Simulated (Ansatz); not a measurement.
CdSiN2:
Space group R-3m, hexagonal axes (No. 166); a = 2.8978 Å, b = 2.8978 Å, c = 16.4292 Å, α = 90.00°, β = 90.00°, γ = 120.00°

```json
[
 {"atom": "Cd", "site": "3a", "symmetry": "-3m", "x": "0.0000", "y": "0.0000", "z": "0.0000"},
 {"atom": "Si", "site": "3b", "symmetry": "-3m", "x": "0.0000", "y": "0.0000", "z": "0.5000"},
 {"atom": "N", "site": "6c", "symmetry": "3m", "x": "0.0000", "y": "0.0000", "z": "0.2261"}
]
```
(The calculation used a cell of 4 atoms; values per cell refer to that cell.)

Relaxed with r²SCAN.

Task: Which orbitals make up the states near the band edges in the program Ansatz at the r²SCAN level (PAW)?

Result: Top 1 eV of the valence band: N 2p 89 %. Bottom 1 eV of the conduction band: Cd 5s 38 %, N 2p 27 %, N 2s 19 %, Si 3p 6 %, outside the projected shells 7 %. Projections are on Löwdin-orthogonalised atomic valence shells; empty p or d shells of many metals are not among them.

Task: Tabulate the density of states.

Result: States/eV per cell of 4 atoms, in 0.25 eV bins, energy from the valence-band maximum.

| E (eV) | total | N 2p | Cd 5s | Cd 4d |
|---|---|---|---|---|
| -7.87 | 0.72 | 0.10 | 0.01 | 0.55 |
| -7.62 | 1.24 | 0.44 | 0.04 | 0.45 |
| -7.37 | 1.86 | 0.67 | 0.06 | 0.66 |
| -7.12 | 1.41 | 0.58 | 0.09 | 0.41 |
| -6.87 | 1.11 | 0.54 | 0.12 | 0.19 |
| -6.62 | 1.27 | 0.66 | 0.14 | 0.17 |
| -6.37 | 1.60 | 0.84 | 0.13 | 0.22 |
| -6.12 | 1.65 | 0.89 | 0.10 | 0.21 |
| -5.87 | 1.51 | 0.85 | 0.08 | 0.18 |
| -5.62 | 1.05 | 0.58 | 0.06 | 0.12 |
| -5.37 | 1.17 | 0.66 | 0.06 | 0.14 |
| -5.12 | 1.32 | 0.80 | 0.05 | 0.13 |
| -4.87 | 1.28 | 0.79 | 0.06 | 0.10 |
| -4.62 | 1.27 | 0.81 | 0.06 | 0.09 |
| -4.37 | 1.14 | 0.75 | 0.05 | 0.07 |
| -4.12 | 1.26 | 0.84 | 0.04 | 0.07 |
| -3.87 | 1.41 | 0.97 | 0.04 | 0.07 |
| -3.62 | 1.60 | 1.10 | 0.06 | 0.08 |
| -3.37 | 1.85 | 1.30 | 0.10 | 0.07 |
| -3.12 | 1.86 | 1.37 | 0.07 | 0.07 |
| -2.87 | 1.72 | 1.28 | 0.06 | 0.06 |
| -2.62 | 1.17 | 0.88 | 0.06 | 0.03 |
| -2.37 | 1.63 | 1.25 | 0.09 | 0.05 |
| -2.12 | 2.14 | 1.69 | 0.10 | 0.06 |
| -1.87 | 1.90 | 1.54 | 0.07 | 0.06 |
| -1.62 | 1.66 | 1.37 | 0.05 | 0.05 |
| -1.37 | 1.94 | 1.65 | 0.05 | 0.06 |
| -1.12 | 2.22 | 1.93 | 0.03 | 0.07 |
| -0.87 | 2.42 | 2.15 | 0.02 | 0.07 |
| -0.62 | 2.54 | 2.25 | 0.02 | 0.08 |
| -0.37 | 1.04 | 0.91 | 0.01 | 0.05 |
| -0.12 | 0.34 | 0.30 | 0.00 | 0.02 |
| 0.13 | 0.00 | 0.00 | 0.00 | 0.00 |
| 0.38 | 0.00 | 0.00 | 0.00 | 0.00 |
| 0.63 | 0.00 | 0.00 | 0.00 | 0.00 |
| 0.88 | 0.00 | 0.00 | 0.00 | 0.00 |
| 1.13 | 0.00 | 0.00 | 0.00 | 0.00 |
| 1.38 | 0.00 | 0.00 | 0.00 | 0.00 |
| 1.63 | 0.01 | 0.00 | 0.00 | 0.00 |
| 1.88 | 0.03 | 0.01 | 0.01 | 0.00 |
| 2.13 | 0.06 | 0.02 | 0.02 | 0.00 |
| 2.38 | 0.26 | 0.07 | 0.10 | 0.00 |
| 2.63 | 0.78 | 0.21 | 0.31 | 0.01 |
| 2.88 | 1.17 | 0.34 | 0.51 | 0.01 |
| 3.13 | 1.41 | 0.44 | 0.63 | 0.01 |
| 3.38 | 1.35 | 0.43 | 0.61 | 0.01 |
| 3.63 | 0.92 | 0.25 | 0.40 | 0.01 |
| 3.88 | 0.74 | 0.17 | 0.30 | 0.00 |
| 4.13 | 0.65 | 0.11 | 0.22 | 0.00 |
| 4.38 | 0.56 | 0.08 | 0.15 | 0.00 |
| 4.63 | 0.55 | 0.07 | 0.11 | 0.00 |
| 4.88 | 0.54 | 0.06 | 0.09 | 0.00 |
| 5.13 | 0.44 | 0.05 | 0.08 | 0.00 |
| 5.38 | 0.51 | 0.06 | 0.09 | 0.00 |
| 5.63 | 0.61 | 0.08 | 0.11 | 0.00 |
| 5.88 | 0.74 | 0.11 | 0.13 | 0.00 |
| 6.13 | 0.75 | 0.11 | 0.08 | 0.00 |
| 6.38 | 0.87 | 0.13 | 0.07 | 0.00 |

The start of the workflow was typed in or built on a structure type; neither database checked (COD, Materials Project) lists it. Its standing as an ambient phase is unchecked. Symmetry was held in the r²SCAN relaxation; whether a distortion lowers the energy is not shown. Spin–orbit coupling is left out wherever it is not named.

Potentials: the earlier of the program's two PAW sets.
